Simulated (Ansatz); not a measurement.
## CsPbBr3: energy along a strain

CsPbBr3, Pm-3m, a = 5.870 Å (as given, not relaxed at this level: 0.0 GPa). The structure is a COD entry; whether it is the stable form wasn't checked. Ansatz: PBEsol, PAW, 420 eV, Γ-centred 6×6×6 mesh on 5 atoms, Gaussian smearing 0.05 eV; no spin polarisation. Cell vectors (Å): 5.870 0.000 0.000; 0.000 5.870 0.000; 0.000 0.000 5.870. The cell is strained by x per cent times the pattern (0 1 0 0 0 0) in the order xx yy zz yz xz xy (engineering shears), with fractional coordinates held. y is the free energy over the start, V0 = 40.452 Å³/atom.

```tsv
x (%)	y (meV/atom)
-6.00	?
-4.50	16.29
-3.00	6.86
-1.50	1.66
0.00	0.00
1.50	1.30
3.00	5.06
4.50	10.84
5.25	14.37
6.00	18.27
```

Q: Fit y = c1 x + c2 x² + c3 x³ to the other rows, get the stiffness along the pattern, and predict the missing energy.

A: Least squares on the rows shown. y = −0.088547 x + 0.66986 x² − 0.024874 x³. The clamped-ion stiffness p·C·p = 2 × 6.699 eV × 160.2 / 40.452 Å³ = 53 GPa, which is C22 in these axes (C11 of the cubic crystal); c1 is there for the stress left in the start, which by itself gives a slope of -0.06 meV/atom per %. At x = -6.00 the fit asked for gives 30.02 meV/atom. The run gave 30.71 meV/atom, so the fit is 0.69 meV/atom too low, 2.2 % of the span of the series, against an rms of 0.06 meV/atom on the fitted rows. The row lies outside the fitted range. With a term in x⁴ added, a fit to the same known rows predicts 30.67 meV/atom, so most of the miss is curvature that the known rows already hold.

Spin–orbit coupling is left out, which can shift energies with elements as heavy as these.

Symmetry holds off the tilts and polar distortions that many cubic perovskites undergo.